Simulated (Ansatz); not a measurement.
All numbers below come from Ansatz, DFT PBE, scalar-relativistic, plane waves, PAW, and for the lanthanide a 4f-in-core norm-conserving potential. All cells share a 630 eV cutoff and Γ-centred k meshes spaced at most about 0.3 Å⁻¹ (about 0.25 or finer for metals, 2π included). No spin polarisation in the final relaxations.

All energies are static (0 K, no zero-point motion).

Compare these two cells of DyMgSb3, each relaxed at this level.

A.

```cif
data_structure
_symmetry_space_group_name_H-M 'P4mm'
_symmetry_Int_Tables_number 99
_cell_length_a 5.6937
_cell_length_b 5.6937
_cell_length_c 5.6153
_cell_angle_alpha 90.000
_cell_angle_beta 90.000
_cell_angle_gamma 90.000
_cell_volume 182.04
loop_
_atom_site_label
_atom_site_type_symbol
_atom_site_symmetry_multiplicity
_atom_site_Wyckoff_symbol
_atom_site_fract_x
_atom_site_fract_y
_atom_site_fract_z
_atom_site_occupancy
Dy1 Dy 1 a 0.00000 0.00000 0.12805 1
Mg1 Mg 1 b 0.50000 0.50000 0.59468 1
Sb1 Sb 1 b 0.50000 0.50000 0.09777 1
Sb2 Sb 2 c 0.00000 0.50000 0.33275 1
```

B.

```cif
data_structure
_symmetry_space_group_name_H-M 'Pm-3m'
_symmetry_Int_Tables_number 221
_cell_length_a 5.7441
_cell_length_b 5.7441
_cell_length_c 5.7441
_cell_angle_alpha 90.000
_cell_angle_beta 90.000
_cell_angle_gamma 90.000
_cell_volume 189.52
loop_
_atom_site_label
_atom_site_type_symbol
_atom_site_symmetry_multiplicity
_atom_site_Wyckoff_symbol
_atom_site_fract_x
_atom_site_fract_y
_atom_site_fract_z
_atom_site_occupancy
Dy1 Dy 1 b 0.50000 0.50000 0.50000 1
Mg1 Mg 1 a 0.00000 0.00000 0.00000 1
Sb1 Sb 3 c 0.00000 0.50000 0.50000 1
```

Task: Which is lower in energy, and by how much?

Result: A is lower, by 0.33 eV/atom. A has space group P4mm (No. 99), 36.4 Å³/atom and no gap on its mesh; B has the cubic perovskite type, space group Pm-3m (No. 221), 37.9 Å³/atom and no gap. Counting Sb atoms around Dy and Mg (those within 1.25 times the shortest such distance or 1.15 times the sum of covalent radii; a plus sign parts nearer from farther groups; the shortest distance is added where it is long for a bond), A has Dy 4, Mg 2+4 and B has Dy 6, Mg 12 from 4.1 Å. The denser one is the lower, and pressure would at first widen the difference. In A, Dy has 4 Sb at 3.07 Å; Mg is surrounded by 2 Sb at 2.79–2.82 Å and 4 Sb at 3.20 Å; around Sb on a site of symmetry 4mm lie 2 Mg at 2.79–2.82 Å and 4 Sb at 3.14 Å; 1 more site not described. In B, Dy has 6 Sb at 2.87 Å; Mg has 12 Sb at 4.06 Å (long contacts); around Sb lie 2 Dy at 2.87 Å, 4 Mg at 4.06 Å and 8 Sb at 4.06 Å. Both come from invented guesses. A third cell relaxed alike, in Pmmm, lies 293 meV/atom below the lower of the two.

Spin–orbit coupling, which can matter for Sb, is left out. Cells relaxed within their symmetry can be saddle points.

The lanthanide is trivalent by construction, without f bands, f moments or other valences.
